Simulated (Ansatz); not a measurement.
Data:

AlB$_{2}$W$_{2}$:
```
AlB2W2
1.0
    1.53863    -5.76580     0.00000
    1.53863     5.76580     0.00000
    0.00000     0.00000     3.12230
Al W B
1 2 2
Direct
  0.00000   0.00000   0.00000
  0.35621   0.64379   0.50000
  0.64379   0.35621   0.50000
  0.20523   0.79477   0.00000
  0.79477   0.20523   0.00000
```

This is the r²SCAN-relaxed structure.

Task: All from DFT-r²SCAN in the program Ansatz with PAW potentials, unless another level is named. Predict the electronic character.

Result: metallic (no gap).

Task: Predict the formation energy from the elements (no fitted shifts).

Result: -0.30 eV/atom.

Task: Give the density of states at the Fermi level.

Result: 0.32 states/eV per atom (mean over ±0.08 eV).

Space group Cmmm. The start of the workflow was typed in or built on a structure type; neither database checked (COD, Materials Project) lists it. Whether it is the stable phase at ambient conditions was not checked. The r²SCAN relaxation kept the symmetry of its start; its stability against distortions is not shown here. The run is not spin-polarised. The references are the lowest solids computed at this level, not always the standard phases. Scalar-relativistic: spin–orbit coupling is off unless named, which matters more the heavier the elements.

Potentials: the later of the program's two PAW sets.
